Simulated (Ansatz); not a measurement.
Relaxed-ion elastic tensor of SbSI in space group Pnma (No. 62; Sb on 4c, S on 4c, I on 4c) in GPa (Voigt order), DFT-LDA in the program Ansatz with PAW potentials; density 5.64 g/cm³, 27.56 Å³ per atom.

|  | 1 | 2 | 3 | 4 | 5 | 6 |
|---|---|---|---|---|---|---|
| 1 | 40.9 | 16.1 | 11.3 | 0.0 | 0.0 | 0.0 |
| 2 | 16.1 | 70.6 | 22.3 | 0.0 | 0.0 | 0.0 |
| 3 | 11.3 | 22.3 | 36.2 | 0.0 | 0.0 | 0.0 |
| 4 | 0.0 | 0.0 | 0.0 | 27.8 | 0.0 | 0.0 |
| 5 | 0.0 | 0.0 | 0.0 | 0.0 | 6.9 | 0.0 |
| 6 | 0.0 | 0.0 | 0.0 | 0.0 | 0.0 | 13.3 |

**Question.** Is the crystal mechanically stable?

**Answer.** Yes: the smallest eigenvalue of C is 6.9 GPa.

**Question.** Work out the Voigt, Reuss and Hill averages.

**Answer.** K_V = 27.5, K_R = 24.3, K_H = 25.9; G_V = 16.1, G_R = 12.8, G_H = 14.4 GPa.

**Question.** Give Young's modulus, Poisson's ratio, Pugh's ratio and the universal anisotropy index.

**Answer.** E = 9KG/(3K + G) = 36.5 GPa; ν = 0.26; K/G = 1.79 (near the Pugh limit of 1.75, no verdict); A_U = 5G_V/G_R + K_V/K_R − 6 = 1.44.

**Question.** Estimate the sound speeds and the Debye temperature.

**Answer.** v_l = √((K + 4G/3)/ρ) = 2830 m/s, v_t = √(G/ρ) = 1600 m/s, mean 1780 m/s; Θ = (h/k)(3n/4πV)^(1/3) v_m = 175 K.

**Question.** Solve the Christoffel equation for the three sound speeds along x, y, z.

**Answer.** Eigenvalues of C_ijkl n_j n_l equal ρv². In km/s, slowest first: x 1.11, 1.53, 2.69; y 1.53, 2.22, 3.54; z 1.11, 2.22, 2.53.

**Question.** How much does each axis shrink under pressure?

**Answer.** Linear compressibilities β_i = Σ_j S_ij (j = 1 to 3): x 17, y 4.0, z 20 per TPa.

The first step of the workflow began from a Materials Project structure, measured or hypothetical; the Crystallography Open Database files this formula in space group No. 62, but the cells were not matched. Its standing as an ambient phase is unchecked. Symmetry was held in the LDA relaxation; its stability against distortions is not shown here. A crystal of weakly bound chains computed without a dispersion correction: the cell and the soft elastic constants depend strongly on that. Scalar-relativistic: spin–orbit coupling is off unless named, which matters more the heavier the elements.

Potentials: the later of the program's two PAW sets.
